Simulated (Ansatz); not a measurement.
GeS₂:
```
GeS2
1.0
    3.38891     0.00000     0.00000
   -1.69446     2.93489     0.00000
    0.00000     0.00000    12.67838
Ge S
2 4
Cartesian
  0.00000   1.95659   3.16959
  1.69446   0.97830   9.50878
  0.00000   1.95659   7.97218
  1.69446   0.97830   1.63299
  1.69446   0.97830   4.70620
  0.00000   1.95659  11.04539
```

Relaxed with PBE. Special points in fractions of this cell's reciprocal vectors: Γ (0.000, 0.000, 0.000); M (0.500, 0.000, 0.000); K (0.333, 0.333, 0.000); A (0.000, 0.000, 0.500); L (0.500, 0.000, 0.500); H (0.333, 0.333, 0.500).

List the band energies nearest the Fermi level at these points for DFT-PBE in the program Ansatz with PAW potentials.

In eV from the Fermi level; about four levels below and three above (degenerate sets whole), none deeper than 8.9 eV; points with the same levels are listed once.

```tsv
k	below	above
Γ	-1.00 -1.00 -0.95 -0.95	0.09 0.09 0.17 0.17
M	-0.90 -0.76 -0.48 -0.26	0.16 2.30 2.71
K	-3.07 -2.79 -0.39 -0.39	0.86 0.86 2.22
A	-0.98 -0.98 -0.98 -0.98	0.13 0.13 0.13 0.13
L	-0.72 -0.72 -0.06 -0.06	2.57 2.57 4.27 4.27
H	-2.93 -2.93 -0.53 -0.53	1.01 1.01 2.58 2.58
```

Space group P6_3/mmc. A made-up cell: these elements were put on the sites of a structure type; neither database checked (COD, Materials Project) lists it. COD files the formula under space group No. 14, 43, 82, 122, 217, so this cell is another polymorph or a model. Its standing as an ambient phase is unchecked. The PBE relaxation kept the symmetry of its start; its stability against distortions is not shown here. A crystal of weakly bound layers computed without a dispersion correction: the cell and the soft elastic constants depend strongly on that. Spin–orbit coupling is left out wherever it is not named.

Potentials: the later of the program's two PAW sets.
